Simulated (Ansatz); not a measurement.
Ca (diamond, Fd-3m) at seven volumes, PBEsol in the plane-wave PAW code Ansatz, scaled uniformly. One row is withheld.

```json
[
 {"V (Å³/atom)": "68.383", "P (GPa)": "0.47"},
 {"V (Å³/atom)": "70.637", "P (GPa)": "0.30"},
 {"V (Å³/atom)": "72.892", "P (GPa)": "?"},
 {"V (Å³/atom)": "75.146", "P (GPa)": "0.00"},
 {"V (Å³/atom)": "77.400", "P (GPa)": "-0.13"},
 {"V (Å³/atom)": "79.655", "P (GPa)": "-0.24"},
 {"V (Å³/atom)": "81.909", "P (GPa)": "-0.35"}
]
```

### Question
Fit the shown pressures and predict the withheld one.

### Answer
P = (3/2)B₀(x^(7/2) − x^(5/2))[1 + (3/4)(B′ − 4)(x − 1)] with x = (V₀/V)^(2/3). Least squares on the six rows gives V₀ = 75.158 Å³/atom, B₀ = 4.5 GPa, B′ = 2.31. At V = 72.892, x = 1.0206 and P = 0.14 GPa. The run itself gave 0.15 GPa.

The start of the workflow was typed in or built on a structure type; neither database checked (COD, Materials Project) lists it. It is not the phase usual at ambient conditions (space group No. 225). The PBEsol relaxation kept the symmetry of its start. At this level the phase is mechanically unstable.

Potentials: the later of the program's two PAW sets.
